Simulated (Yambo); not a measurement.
## How GW settings move the gap: Ca3SbN

G0W0@PBEsol for Ca3SbN (anti-perovskite, space group Pm-3m, No. 221) in Yambo. Reference settings: 2×2×2 Γ-centred k mesh, bands 7 to 340 and a 7 Ry block in the screening, 340 bands in G with the Bruneval-Gonze terminator, plasmon pole fitted at 27.2 eV. The PBEsol gap Γ → Γ on this mesh is 0.28 eV; G0W0 gaps are taken between the same points.

| change from the reference | G0W0 gap Γ → Γ (eV) | shift of the valence edge (eV) | rough Yambo cost |
|---|---|---|---|
| reference settings | 1.09 | -0.38 | 1 |
| 136 bands in W, 136 bands in G | 1.07 | -0.07 | within a factor of two |
| 136 bands in G | 1.05 | -0.27 | – |
| 222 bands in G | 1.08 | -0.36 | – |
| 222 bands in W, 222 bands in G | 1.08 | -0.29 | within a factor of two |
| 6 Ry block | 1.05 | -0.35 | within a factor of two |
| 3 Ry block | 0.91 | -0.23 | within a factor of two |
| 2 Ry block | 0.83 | -0.14 | within a factor of two |
| pole fitted at 55 eV | 1.09 | -0.47 | – |
| 136 bands in G, no terminator | 0.87 | 0.30 | – |
| no terminator | 1.06 | -0.24 | – |
| 222 bands in G, no terminator | 1.01 | -0.08 | – |

The reference isn't shown to be the converged limit. Costs are rough (shared machines), scaled to the same edge states, and given only for runs that recompute the screening.

The cell is held in this high symmetry; tilts and polar distortions were not searched. So small a PBEsol gap in heavy elements may be inverted, where one-shot corrections to single bands mislead.

The standard potential for Sb keeps a d shell in the valence without the s and p states of that shell. In tests on such compounds this moved G0W0 gaps by up to about 0.9 eV, so absolute quasiparticle energies here are unreliable; differences between settings are what counts.

Spin-orbit coupling is included.

Geometry of the Materials Project entry, not relaxed at this level; primitive cell a = b = c = 4.860 Å, α = β = γ = 90.00°.

The structure is a Materials Project entry; no match was found in the copy of COD used, and its stability was not checked.

A shift is the quasiparticle energy of the state minus its PBEsol energy.
